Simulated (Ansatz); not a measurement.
Input and command of a plane-wave DFT calculation in Ansatz:

```yaml
crystal:
  lattice:
    - [3.366039502, 0.0, 0.0]
    - [-1.683019751, 2.9150757189, 0.0]
    - [0.0, 0.0, 4.91283]
  atoms:
    - { symbol: Pt, position: [0.0, 0.0, 0.0] }
    - { symbol: S, position: [0.3333333333, 0.6666666667, 0.25] }
    - { symbol: S, position: [0.6666666667, 0.3333333333, 0.75] }
basis:
  ecutwfc: 420
kpoints:
  mp_grid: { grid: [12, 12, 8] }
hamiltonian:
  xc: pbe
scf:
  occupations: { method: gaussian, width: 0.05 }
output:
  forces: true
  stress: true
  eigenvalues: true
```

```bash
ansatz run input.yaml --threads 1 --pin off --max-ram 2560MiB --backend cpu --events-out ev --progress --plain --runs-dir out
```

Processor: Intel(R) Xeon(R) 6975P-C (Granite Rapids), 1 thread, on a host shared with other jobs.

Task: How long does it run, and how much memory does it take?

Result: About 2.8 s on 1 thread of Intel(R) Xeon(R) 6975P-C (Granite Rapids), with other jobs on the host, peak memory 0.42 GiB. It solves 19 bands at 131 k points (the mesh reduced by symmetry) with about 929 plane waves, in 6 SCF iterations.
